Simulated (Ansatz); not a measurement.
Consider a crystal of PtBr₂ in space group P4/mmm (No. 123), with Pt on 1a; Br on 1b and 1c. Recipe of this trial structure of PtBr₂: ordered vacancies on the cation sites of rock salt (occupants of the shared sites, in ratio, Pt: 1, vacant: 1).

These are results of DFT PBE, scalar-relativistic, plane waves, PAW (Ansatz), not measurements. Cutoff 420 eV, Γ-centred mesh, Gaussian smearing, no spin polarisation.

The zero of energy is the elements' standard structures at the same level; no fitted shifts are applied. The references include crystalline Br.

Question: Which cell and coordinates does it relax to?

Answer:

Space group P4/mmm (No. 123). a = 3.801 Å, b = 3.801 Å, c = 5.107 Å, α = 90.00°, β = 90.00°, γ = 90.00°
```json
{"atom": "Pt", "site": "1a", "symmetry": "4/mmm", "x": "0.0000", "y": "0.0000", "z": "0.0000"}
{"atom": "Br", "site": "1b", "symmetry": "4/mmm", "x": "0.0000", "y": "0.0000", "z": "0.5000"}
{"atom": "Br", "site": "1c", "symmetry": "4/mmm", "x": "0.5000", "y": "0.5000", "z": "0.0000"}
```

Pt is surrounded by 6 Br at 2.55–2.69 Å; Br on its first site is surrounded by 2 Pt at 2.55 Å; Br on its second site is surrounded by 4 Pt at 2.69 Å. Another local minimum with the same sites may exist.

Question: And its energy and gap?

Answer: The formation energy is +0.08 eV/atom and the gap on the 12×12×10 mesh of the 3-atom cell is 0 eV (a metal). A positive value: parting into the elements would lower its energy.

The last run used Gaussian smearing of 0.10 eV. These runs have no spin–orbit coupling, which can matter for Pt. The reference form of Br is held partly by dispersion forces, which this level lacks. Symmetry constrained the relaxation, so the result can be a saddle point.
